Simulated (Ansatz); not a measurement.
Input:

Nb$_{5}$Si$_{3}$:
```yaml
crystal:
  lattice:
    - [-3.29326, 3.29326, 5.93960]
    - [3.29326, -3.29326, 5.93960]
    - [3.29326, 3.29326, -5.93960]
  atoms:
    - { symbol: Nb, position: [0.01782, 0.18477, 0.50000] }
    - { symbol: Nb, position: [0.98218, 0.81523, 0.50000] }
    - { symbol: Nb, position: [0.18477, 0.68477, 0.16695] }
    - { symbol: Nb, position: [0.81523, 0.31523, 0.83305] }
    - { symbol: Nb, position: [0.68477, 0.51782, 0.50000] }
    - { symbol: Nb, position: [0.31523, 0.48218, 0.50000] }
    - { symbol: Nb, position: [0.51782, 0.01782, 0.83305] }
    - { symbol: Nb, position: [0.48218, 0.98218, 0.16695] }
    - { symbol: Nb, position: [0.50000, 0.50000, 0.00000] }
    - { symbol: Nb, position: [0.00000, 0.00000, 0.00000] }
    - { symbol: Si, position: [0.12862, 0.62862, 0.75724] }
    - { symbol: Si, position: [0.87138, 0.37138, 0.24276] }
    - { symbol: Si, position: [0.62862, 0.87138, 0.50000] }
    - { symbol: Si, position: [0.37138, 0.12862, 0.50000] }
    - { symbol: Si, position: [0.75000, 0.75000, 0.00000] }
    - { symbol: Si, position: [0.25000, 0.25000, 0.00000] }
```

This is the r²SCAN-relaxed structure.

### Question
All from r²SCAN in the plane-wave PAW code Ansatz, unless another level is named. Give the electronic character.

### Answer
metallic (no gap).

### Question
Next, the density of states at the Fermi level?

### Answer
0.36 states/eV per atom (mean over ±0.08 eV).

### Question
And the formation energy from the elements (no fitted shifts)?

### Answer
-0.74 eV/atom.

Space group I4/mcm. The first step of the workflow began from a Materials Project structure, measured or hypothetical; the Crystallography Open Database files this formula in space group No. 140, but the cells were not matched. Its standing as an ambient phase is unchecked. The r²SCAN relaxation kept the symmetry of its start; its stability against distortions is not shown here. No spin polarisation was allowed. The references are the lowest solids computed at this level, not always the standard phases. Spin–orbit coupling is left out wherever it is not named.

Potentials: the later of the program's two PAW sets.
